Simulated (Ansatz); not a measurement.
A geometry of Na2S away from equilibrium: the start of the relaxation of a relaxed Na2S cell deformed by the Cartesian strain tensor (xx, yy, zz, yz, xz, xy) = (-0.027, 0.098, -0.034, -0.009, -0.086, 0.022). Computed with r2SCAN (plane waves to 500 eV, PAW, scalar-relativistic; Ansatz, a quantum-chemistry and plane-wave program). Γ-centred k-mesh 6×7×6 on the run's cell (coarser than for final values), Fermi–Dirac smearing 0.05 eV.

```xyz
3
Lattice="-0.2100 3.5470 3.1173 2.8877 0.0423 2.8650 3.2377 3.6447 -0.3077" Properties=species:S:1:pos:R:3:forces:R:3 pbc="T T T" free_energy=-3886.613 pressure_GPa=0.0
Na     1.4789     1.8085     1.4186   -0.0564    0.2195   -0.0314
Na     4.4366     5.4255     4.2559    0.0564   -0.2195    0.0314
S      0.0000     0.0000     0.0000    0.0000    0.0000    0.0000
```

Positions in Å, forces in eV/Å, free energy of the cell in eV (comparable only within this code, potentials and settings). Largest force: 0.23 eV/Å, on Na1, Na2 (atoms numbered as listed); the geometry lies 0.08 eV/atom above the end of its relaxation.

No spin polarisation in the result.

The run could not lose the symmetry of its start.
